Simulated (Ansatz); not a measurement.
Ce (fcc, Cu type)

```
CELL_PARAMETERS angstrom
      0.00000     2.33195     2.33195
      2.33195     0.00000     2.33195
      2.33195     2.33195     0.00000
ATOMIC_POSITIONS crystal
  Ce 0.00000 0.00000 0.00000
```

The slice is a {111} plane (indices of the conventional cell) through the point (0.000, 0.000, 0.000) (fractional), spanned by u = [100] and v = [-1 2 0] in vectors of this cell: u (3.30 Å) and v (5.71 Å, at 90° to u). It covers one period; positions are fractions (u, v).

Method: r2SCAN (plane waves to 500 eV, PAW, scalar-relativistic; Ansatz, a quantum-chemistry and plane-wave program). k mesh 17×17×17. Inside the PAW spheres the values are not all-electron values, and peaks at nuclei hang on which shells count as valence. Ce is run without spin polarisation. Ce was relaxed with its symmetry unable to fall. The relaxed volume of Ce is well below the measured one. The filling of the f shell was not checked against other fillings, so treat energies with care.

Problem. Predict the map of the electrostatic potential energy of an electron, from the cell's mean on the slice.

Solution. 
```
v \ u  0.00  0.12  0.25  0.38  0.50  0.62  0.75  0.88
-----  ----  ----  ----  ----  ----  ----  ----  ----
0.86      x     x  <1.0   7.4   9.6   7.4  <1.0     x
0.71    8.9   8.4   6.5   3.5   1.6   3.5   6.5   8.4
0.57    8.2   4.0     x     x     x     x     x   4.0
0.43    8.2   4.0     x     x     x     x     x   4.0
0.29    8.9   8.4   6.5   3.5   1.6   3.5   6.5   8.4
0.14      x     x  <1.0   7.4   9.6   7.4  <1.0     x
0.00      x     x     x   1.6   7.3   1.6     x     x
```

Values: electrostatic potential energy of an electron, from the cell's mean, in eV. Points within 1 Å of a nucleus are blanked (x), as the pseudised field means little there. Values under 1 eV are set to 1. The zero, the cell's mean, hangs on the PAW cores.
